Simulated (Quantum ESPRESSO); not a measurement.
## AuMo4LiTaRh (input and log of a self-consistent run)

Simulated, not a measurement. The program is pw.x of Quantum ESPRESSO 7.5 (plane-wave density functional theory). The cell is made up: eight metal atoms on a hexagonal close-packed lattice, with elements, volume, strain and displacements drawn at random and not relaxed, so it may be unstable or far from any real phase. PseudoDojo standard norm-conserving files set the functional (PBE unless stated); there is no spin polarisation or spin-orbit coupling, the Fermi-Dirac width of 0.25 eV means electrons at about 2900 K, and the masses in the input are unused placeholders. Heavy elements are run without spin-orbit coupling, which real alloys of them have. A spin test at this wide smearing found no moment, but such smearing suppresses magnetism that the real alloy may have.

Input:

```
&control calculation='scf', pseudo_dir='./dojo.nc.sr.pbe.v0_5.standard.upf', outdir='./o', disk_io='minimal', tprnfor=.true., tstress=.true. /
&system ibrav=0, nat=8, ntyp=5, nbnd=71, ecutwfc=87.97787729, nosym=.true., tot_charge=0,
 occupations='smearing', smearing='fd', degauss=0.0183746611
/
&electrons conv_thr=1.470e-08, electron_maxstep=70, mixing_beta=0.5 /
ATOMIC_SPECIES
Au 1.0 Au.upf
Li 1.0 Li.upf
Mo 1.0 Mo.upf
Rh 1.0 Rh.upf
Ta 1.0 Ta.upf
CELL_PARAMETERS angstrom
0.0427 4.957 0.0877
2.8152 0.1075 4.7095
2.8913 -0.0582 -4.756
ATOMIC_POSITIONS angstrom
Au -0.0752 0.026 0.0269
Mo 2.8954 -0.0427 0.0004
Li 2.6719 1.6666 -2.3873
Mo 2.9428 1.6969 2.4842
Ta 1.3158 2.4943 0.1565
Mo 4.4489 2.3963 0.1621
Rh 1.5941 4.1377 -2.3043
Mo 1.5299 4.2167 2.4469
K_POINTS automatic
5 5 5 1 1 1
```

The log is shortened where brackets say so; the opening notice, blank lines, dates and the lines on written files are dropped, and the path of the files is cut. It prints rydbergs, bohrs and kilobars, and counts compression as positive stress. Its total energy is the free energy E - TS of the whole cell.

```
     Program PWSCF v.7.5
     Parallel version (MPI & OpenMP), running on       4 processor cores
     Number of MPI processes:                 4
     Threads/MPI process:                     1
     [start-up lines left out]
     bravais-lattice index     =            0
     lattice parameter (alat)  =       9.3692  a.u.
     unit-cell volume          =     903.0307 (a.u.)^3
     number of atoms/cell      =            8
     number of atomic types    =            5
     number of electrons       =       108.00
     number of Kohn-Sham states=           71
     kinetic-energy cutoff     =      87.9779  Ry
     charge density cutoff     =     351.9115  Ry
     scf convergence threshold =      1.5E-08
     mixing beta               =       0.5000
     number of iterations used =            8  plain     mixing
     Exchange-correlation= PBE
                           (   1   4   3   4   0   0   0)
     [axes and pseudopotential details left out]
   Cartesian axes
     site n.     atom                  positions (alat units)
         1        Au     tau(   1) = (  -0.0151675   0.0052441   0.0054256  )
         2        Mo     tau(   2) = (   0.5839902  -0.0086124   0.0000807  )
         3        Li     tau(   3) = (   0.5389112   0.3361463  -0.4815086  )
         4        Mo     tau(   4) = (   0.5935506   0.3422577   0.5010529  )
         5        Ta     tau(   5) = (   0.2653914   0.5030900   0.0315654  )
         6        Mo     tau(   6) = (   0.8973248   0.4833238   0.0326949  )
         7        Rh     tau(   7) = (   0.3215234   0.8345570  -0.4647678  )
         8        Mo     tau(   8) = (   0.3085745   0.8504910   0.4935296  )
     number of k points=    63  Fermi-Dirac smearing, width (Ry)=  0.0184
                       cart. coord. in units 2pi/alat
        k(    1) = (   0.1729113   0.0985358  -0.0003348), wk =   0.0320000
        k(    2) = (   0.3458314   0.0988752  -0.1037090), wk =   0.0320000
     [further k points left out]
     Dense  grid:   100631 G-vectors     FFT dimensions: (  60,  64,  64)
     Estimated max dynamical RAM per process >     406.21 MB
     Estimated total dynamical RAM >       1.51 GB
     Initial potential from superposition of free atoms
     starting charge     107.9880, renormalised to     108.0000
     Starting wfcs are   72 randomized atomic wfcs
     total cpu time spent up to now is        7.7 secs
     per-process dynamical memory:   316.8 Mb
     Self-consistent Calculation
     iteration #  1     ecut=    87.98 Ry     beta= 0.50
     Davidson diagonalization with overlap
     ethr =  1.00E-02,  avg # of iterations =  5.3
     total cpu time spent up to now is       28.0 secs
     total energy              =   -1236.74261397 Ry
     estimated scf accuracy    <       2.07992699 Ry
     iteration #  2     ecut=    87.98 Ry     beta= 0.50
     Davidson diagonalization with overlap
     ethr =  1.93E-03,  avg # of iterations =  2.6
     total cpu time spent up to now is       46.6 secs
     total energy              =   -1236.23765513 Ry
     estimated scf accuracy    <      10.86522865 Ry
     iteration #  3     ecut=    87.98 Ry     beta= 0.50
     Davidson diagonalization with overlap
     ethr =  1.93E-03,  avg # of iterations =  2.0
     total cpu time spent up to now is       64.0 secs
     total energy              =   -1237.17236831 Ry
     estimated scf accuracy    <       6.11275739 Ry
     iteration #  4     ecut=    87.98 Ry     beta= 0.50
     Davidson diagonalization with overlap
     ethr =  1.93E-03,  avg # of iterations =  1.8
     total cpu time spent up to now is       79.3 secs
     total energy              =   -1237.59539961 Ry
     estimated scf accuracy    <       0.34610661 Ry
     iteration #  5     ecut=    87.98 Ry     beta= 0.50
     Davidson diagonalization with overlap
     ethr =  3.20E-04,  avg # of iterations =  2.0
     total cpu time spent up to now is       96.0 secs
     total energy              =   -1237.62908179 Ry
     estimated scf accuracy    <       0.19059334 Ry
     [iterations 6 to 14 left out]
     iteration # 15     ecut=    87.98 Ry     beta= 0.50
     Davidson diagonalization with overlap
     ethr =  2.16E-09,  avg # of iterations =  2.0
     total cpu time spent up to now is      259.9 secs
     total energy              =   -1237.65827613 Ry
     estimated scf accuracy    <       0.00000023 Ry
     iteration # 16     ecut=    87.98 Ry     beta= 0.50
     Davidson diagonalization with overlap
     ethr =  2.09E-10,  avg # of iterations =  2.0
     total cpu time spent up to now is      281.6 secs
     total energy              =   -1237.65827613 Ry
     estimated scf accuracy    <       0.00000060 Ry
     iteration # 17     ecut=    87.98 Ry     beta= 0.50
     Davidson diagonalization with overlap
     ethr =  2.09E-10,  avg # of iterations =  1.8
     total cpu time spent up to now is      300.4 secs
     total energy              =   -1237.65827618 Ry
     estimated scf accuracy    <       0.00000009 Ry
     iteration # 18     ecut=    87.98 Ry     beta= 0.50
     Davidson diagonalization with overlap
     ethr =  7.90E-11,  avg # of iterations =  1.0
     total cpu time spent up to now is      315.4 secs
     total energy              =   -1237.65827619 Ry
     estimated scf accuracy    <       0.00000002 Ry
     iteration # 19     ecut=    87.98 Ry     beta= 0.50
     Davidson diagonalization with overlap
     ethr =  1.68E-11,  avg # of iterations =  1.0
     total cpu time spent up to now is      330.2 secs
     End of self-consistent calculation
     [lines on levels left out]
!    total energy              =   -1237.65827619 Ry
     estimated scf accuracy    <          2.2E-09 Ry
     smearing contrib. (-TS)   =      -0.13160442 Ry
     internal energy E=F+TS    =   -1237.52667177 Ry
     The total energy is F=E-TS. E is the sum of the following terms:
     one-electron contribution =    -360.43471947 Ry
     hartree contribution      =     231.88435910 Ry
     xc contribution           =    -204.96245760 Ry
     ewald contribution        =    -904.01385380 Ry
     convergence has been achieved in  19 iterations
     Forces acting on atoms (cartesian axes, Ry/au):
     atom    1 type  1   force =     0.04514424   -0.05253661    0.00459357
     atom    2 type  3   force =    -0.01791595   -0.00403872    0.00106418
     atom    3 type  2   force =     0.04943528   -0.00940201    0.03905749
     atom    4 type  3   force =    -0.03653310    0.03397847   -0.00449145
     atom    5 type  5   force =     0.07318471    0.00520167   -0.01457132
     atom    6 type  3   force =    -0.10088070    0.06185468   -0.03357445
     atom    7 type  4   force =    -0.01060712   -0.02312911    0.01910487
     atom    8 type  3   force =    -0.00182737   -0.01192837   -0.01118288
     Total force =     0.183667     Total SCF correction =     0.000144
     Computing stress (Cartesian axis) and pressure
          total   stress  (Ry/bohr**3)                   (kbar)     P=      -67.35
  -0.00021367  -0.00007705   0.00012227          -31.43      -11.33       17.99
  -0.00007705  -0.00053059  -0.00009911          -11.33      -78.05      -14.58
   0.00012227  -0.00009911  -0.00062923           17.99      -14.58      -92.56
     init_run     :      7.24s CPU      7.54s WALL (       1 calls)
     electrons    :    314.66s CPU    322.50s WALL (       1 calls)
     forces       :      2.92s CPU      2.92s WALL (       1 calls)
     stress       :     10.26s CPU     10.26s WALL (       1 calls)
     [timing details left out]
     PWSCF        :   5m35.27s CPU   5m43.45s WALL
     JOB DONE.
```

In other units: free energy -16839.199 eV for the cell, pressure -6.73 GPa, largest force component 2.594 eV/Å in size. The run took 345 s of wall time with four MPI processes on a shared machine (Intel Xeon, 2023 or later, virtual cores), so the time is rough. A rerun of this cell at a higher cutoff and on a denser mesh moved values by no more than 0.004 eV in energy, 0.04 GPa in stress and 0.010 eV/Å in force, and a second program with other atomic files agreed on that cell to 2 % rms in force and 0.5 GPa in pressure.